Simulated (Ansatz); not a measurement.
CuI:
```yaml
crystal:
  lattice:
    - [0.00000, 3.03948, 3.03948]
    - [3.03948, 0.00000, 3.03948]
    - [3.03948, 3.03948, 0.00000]
  atoms:
    - { symbol: Cu, position: [0.75000, 0.75000, 0.75000] }
    - { symbol: I, position: [0.00000, 0.00000, 0.00000] }
```

Relaxed with PBE.

### Question
Decompose the optical modes at the zone centre into irreducible representations, and say which are infrared and Raman allowed.

### Answer
Point group -43m: Γ_opt = T2. Infrared: T2. Raman: T2.

### Question
Assign frequencies (DFPT, the program Ansatz at the PBE level (PAW); without the LO–TO term).

### Answer
T2 122 cm⁻¹.

Space group F-43m (zinc blende). The PBE relaxation kept the symmetry of its start; phonons on a q-mesh show no instability. No spin polarisation was allowed. Spin–orbit coupling is left out wherever it is not named.

Potentials: the later of the program's two PAW sets.
